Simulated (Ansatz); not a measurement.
AlIr3N:
```cif
data_AlIr3N
_chemical_formula_sum 'Al1 Ir3 N1'
_space_group_name_H-M_alt 'P 1'
_space_group_IT_number 1
_cell_length_a 4.05219
_cell_length_b 4.05219
_cell_length_c 4.05219
_cell_angle_alpha 90.000
_cell_angle_beta 90.000
_cell_angle_gamma 90.000
loop_
_space_group_symop_operation_xyz
  'x, y, z'
loop_
_atom_site_label
_atom_site_type_symbol
_atom_site_fract_x
_atom_site_fract_y
_atom_site_fract_z
_atom_site_occupancy
Al1 Al 0.00000 0.00000 0.00000 1
Ir1 Ir 0.00000 0.50000 0.50000 1
Ir2 Ir 0.50000 0.00000 0.50000 1
Ir3 Ir 0.50000 0.50000 0.00000 1
N1 N 0.50000 0.50000 0.50000 1
```

This is the r²SCAN-relaxed structure.

**Question.** All from plane-wave PAW r²SCAN (Ansatz code), unless another level is named. Estimate the bulk modulus (Birch–Murnaghan fit).

**Answer.** 273 GPa.

**Question.** What about the elastic constants (relaxed ions, GPa)?

**Answer.** C11 = 387, C12 = 216, C44 = 27.6.

Space group Pm-3m (anti-perovskite). The start of the workflow was typed in or built on a structure type; neither database checked (COD, Materials Project) lists it. Its standing as an ambient phase is unchecked. The cell was relaxed with r²SCAN under the symmetry of its start; whether a distortion lowers the energy is not shown. The workflow began spin-polarised and lost its moments. The volume moved by 18 % from the start of the relaxation. Its formation energy is positive at this level, so the cell may be metastable or incomplete. As this level gives no gap, shear constants depend on the k-mesh and smearing (Fermi–Dirac, 0.1 eV here). Spin–orbit coupling is left out wherever it is not named.

Potentials: the earlier of the program's two PAW sets. The files were generated under PBE; for other functionals the program regenerates the frozen cores, and for LDA and PBEsol the local potential too.
